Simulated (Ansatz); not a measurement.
KMgF$_{3}$:
```
CELL_PARAMETERS angstrom
      4.00539     0.00000     0.00000
      0.00000     4.00539     0.00000
      0.00000     0.00000     4.00539
ATOMIC_POSITIONS crystal
  K  0.50000 0.50000 0.50000
  Mg 0.00000 0.00000 0.00000
  F  0.50000 0.00000 0.00000
  F  0.00000 0.50000 0.00000
  F  0.00000 0.00000 0.50000
```

Relaxed with HSE06.

### Question
Give the Bader charges and basin volumes of the independent atoms, plane-wave PAW HSE06 (Ansatz code).

### Answer


| atom | Bader charge (e) | Bader volume (Å³) |
|---|---|---|
| K1 | +0.90 | 17.1 |
| Mg2 | +1.79 | 4.5 |
| F3 | -0.90 | 14.2 |

Space group Pm-3m (cubic perovskite). The cell was relaxed with HSE06 under the symmetry of its start.

Potentials: the later of the program's two PAW sets.
